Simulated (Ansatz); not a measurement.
## Data sheet: Ni$_{3}$Ge (DFT)

Ni$_{3}$Ge:
```cif
data_GeNi3
_chemical_formula_sum 'Ni3 Ge1'
_space_group_name_H-M_alt 'Pm-3m'
_space_group_IT_number 221
_space_group_name_Hall '-P 4 2 3'
_cell_length_a 3.53266
_cell_length_b 3.53266
_cell_length_c 3.53266
_cell_angle_alpha 90.000
_cell_angle_beta 90.000
_cell_angle_gamma 90.000
loop_
_atom_site_label
_atom_site_type_symbol
_atom_site_symmetry_multiplicity
_atom_site_Wyckoff_symbol
_atom_site_fract_x
_atom_site_fract_y
_atom_site_fract_z
_atom_site_occupancy
Ni1 Ni 3 c 0.00000 0.50000 0.50000 1
Ge1 Ge 1 a 0.00000 0.00000 0.00000 1
```

Space group Pm-3m (No. 221), Cu3Au type; conventional cell a = b = c = 3.533 Å, α = β = γ = 90.00°.

Method: plane-wave PAW r²SCAN (Ansatz code). Geometry: relaxed at this level of theory. Other levels are named where they apply.

Cell and energy:

```
Quantity                                                      Result
-----------------------------------------------------  -------------
Volume per atom                                             11.02 Å³
Density                                                   9.37 g/cm³
Formation energy from the elements (no fitted shifts)  -0.25 eV/atom
```

Electronic structure:

```
Quantity                                                                     Value
------------------------------------  --------------------------------------------
Electronic character                                             metallic (no gap)
Density of states at the Fermi level  0.56 states/eV per atom (mean over ±0.08 eV)
Gap with spin–orbit coupling                                       none (metallic)
```

Mechanics:

```
Quantity                             Result
----------------------------------  -------
Bulk modulus (Birch–Murnaghan fit)  215 GPa
Pressure derivative B′                  4.9
```

Charges:

```
Property                     Result
-------------  --------------------
Bader charges  Ni -0.08, Ge +0.23 e
```

The first step of the workflow began from a Materials Project structure, measured or hypothetical; the Crystallography Open Database copy checked does not list it. Its standing as an ambient phase is unchecked. The cell was relaxed with r²SCAN under the symmetry of its start; whether a distortion lowers the energy is not shown. No spin polarisation was allowed. The references are the lowest solids computed at this level, not always the standard phases. Spin–orbit coupling is left out wherever it is not named.

Potentials: the later of the program's two PAW sets.
